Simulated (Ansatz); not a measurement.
### Question
Each is relaxed and computed with DFT-PBE in the program Ansatz with PAW potentials. Which is the only metal?
A. SnGe, NiAs type
B. SnO2, CdI2 type
C. SnS2, Pnnm (Sn on 2a, S on 4g)
D. ZnS, NiAs type

### Answer
A, SnGe, NiAs type. SnGe: metal; ZnS: gap 0.40 eV (indirect); SnO2: gap 2.30 eV (indirect); SnS2: gap 0.34 eV. Constructed cells (a structure type filled with these elements, in neither database checked): SnGe, NiAs type; ZnS, NiAs type; SnO2, CdI2 type; SnS2, Pnnm (Sn on 2a, S on 4g). Not the usual ambient phase: ZnS, NiAs type; SnO2, CdI2 type; SnS2, Pnnm (Sn on 2a, S on 4g). Weakly bound layers, chains or molecules computed without a dispersion correction, so cells and soft constants are ill determined: SnO2, CdI2 type. All cells were relaxed under the symmetry of their starts (and spin orders); stability against distortions was not tested throughout. Spin–orbit coupling is left out wherever it is not named.

Potentials: the later of the program's two PAW sets.
